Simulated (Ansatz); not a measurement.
GaPt:
```
GaPt
1.0
    4.90249     0.00000     0.00000
    0.00000     4.90249     0.00000
    0.00000     0.00000     4.90249
Ga Pt
4 4
Cartesian
  0.45689   0.45689   0.45689
  1.99436   4.44560   2.90813
  2.90813   1.99436   4.44560
  4.44560   2.90813   1.99436
  1.95145   1.95145   1.95145
  0.49980   2.95104   4.40269
  4.40269   0.49980   2.95104
  2.95104   4.40269   0.49980
```

Relaxed with PBEsol. Special points in fractions of this cell's reciprocal vectors: Γ (0.000, 0.000, 0.000); X (0.000, 0.500, 0.000); M (0.500, 0.500, 0.000); R (0.500, 0.500, 0.500); X1 (0.500, 0.000, 0.000).

Task: List the band energies nearest the Fermi level at these points for PBEsol in the plane-wave PAW code Ansatz.

Result: In eV from the Fermi level; about four levels below and three above (degenerate sets whole), none deeper than 8.9 eV; points with the same levels are listed once.

```
k                                below                above
-  -----------------------------------  -------------------
Γ  -1.47 -1.47 -1.47 -0.19 -0.19 -0.19       3.27 3.27 3.27
X              -1.46 -1.46 -0.66 -0.66  1.32 1.32 2.00 2.00
M              -2.34 -2.34 -2.05 -2.05  0.36 0.36 0.84 0.84
R              -0.83 -0.83 -0.83 -0.83  5.60 5.60 5.60 5.60
```

Space group P2_13. The first step of the workflow began from a Materials Project structure, measured or hypothetical; the Crystallography Open Database copy checked does not list it. With Ga and Pt taken as one species the cell has the higher symmetry Pa-3, so it may be an ordered model of a mixed-site phase. Its standing as an ambient phase is unchecked. The cell was relaxed with PBEsol under the symmetry of its start; of distortions, only those at the zone centre were tested. The run is not spin-polarised. Spin–orbit coupling is left out wherever it is not named.

Potentials: the earlier of the program's two PAW sets.
